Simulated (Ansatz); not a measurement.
MgH2 (rutile, P4_2/mnm), the program Ansatz at the PBEsol level (PAW). The conduction-band minimum lies on the A–Z line, 20 % of the way from A, with 4 equivalent valleys. Second derivatives d²E/dk² of the lowest band at one valley (eV·Å²), along Cartesian directions:

| direction | d²E/dk² |
|---|---|
| [100] | 16.05 |
| [010] | 16.05 |
| [001] | 16.27 |
| [110] | 11.80 |
| [101] | 16.16 |
| [011] | 16.16 |

Q: Find the principal effective masses, the density-of-states mass and the conductivity mass.

A: Off-diagonal terms follow from H_xy = H[110] − (H_xx + H_yy)/2, and m*/mₑ = 7.620 eV·Å² over each eigenvalue: 0.38, 0.47, 0.65. One valley's DOS mass (m₁m₂m₃)^(1/3) = 0.48, conductivity mass 3/(Σ 1/mᵢ) = 0.47 mₑ.

Q: What effective density of states Nc follows at 300 K for parabolic valleys?

A: Nc = 2.509e19 × 4 × (0.48)^(3/2) ≈ 3.3e19 cm⁻³.

Q: With the computed static dielectric constant 10.8 (mean of the diagonal), estimate a hydrogenic donor's binding energy and radius.

A: E = 13.606 eV × 0.47/10.8² ≈ 55 meV; a = 0.529 Å × ε/m* ≈ 12 Å. Semilocal masses tend to be too small where the gap is.

The PBEsol relaxation kept the symmetry of its start; of distortions, only those at the zone centre were tested.

Potentials: the later of the program's two PAW sets.
